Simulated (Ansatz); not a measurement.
**Slab of hcp Co (0001), 4 layers**

The slab is cut from the hcp crystal, the stable phase, as relaxed on PAW files (10.86 Å³/atom), with 16 Å of vacuum and a dipole correction:

```
Co
1.0
     2.49304    0.00000    0.00000
    -1.24652    2.15904    0.00000
     0.00000    0.00000   22.05540
Co
4
Direct
  0.83333 0.16667 0.36272
  0.16667 0.83333 0.45424
  0.83333 0.16667 0.54576
  0.16667 0.83333 0.63728
```

All numbers are PBE results (scalar-relativistic) from Ansatz 0.2.0, with a Γ-centred 15×15×1 k mesh, Fermi–Dirac smearing of 0.1 eV, spin-polarised from start moments Co1 1.7, Co2 1.7, Co3 1.7, Co4 1.7 μB. Methods: LAPW: all electrons, basis error target 1 meV/atom; PAW: frozen-core files, cutoff 420 eV.

The bulk energy comes from a cell in the slab's orientation on a 15×15×8 mesh. The surface energy is (E(slab) − N·E(bulk))/2A at zero smearing, the mean of both faces; thin slabs carry quantum-size effects.

Other magnetic orders may lie lower.

**Question.** As cut, the LAPW slab lies 1.461 eV above 4 atoms of bulk. What surface energy is that?

**Answer.** Over two faces of 5.38 Å² it is 135.7 meV/Å², and times 16.02 J/m² per eV/Å² that gives γ = 2.174 J/m².

**Question.** What do relaxation and the other method give, and what work function comes out?

**Answer.** 

```tsv
method	γ as cut (J/m²)	γ relaxed (J/m²)	Φ as cut (eV)	Φ relaxed (eV)
LAPW	2.174	2.118	4.99	4.96
PAW	2.174	2.118	4.99	4.97
```

**Question.** How do the spacings between the planes relax?

**Answer.** From the bottom face up: d12 -3.3 % of 2.018 Å, d23 +2.5 % of 2.018 Å, d34 -3.3 % of 2.018 Å.

**Question.** How do the moments vary through the slab?

**Answer.** Co1 1.80, Co2 1.72, Co3 1.72, Co4 1.80 μB in the LAPW spheres; the bulk has Co 1.68 μB.

**Question.** What changes if the vacuum is set to 22 Å?

**Answer.** LAPW then gives: no gap, work function 4.96 eV; PAW: no gap, work function 4.97 eV.
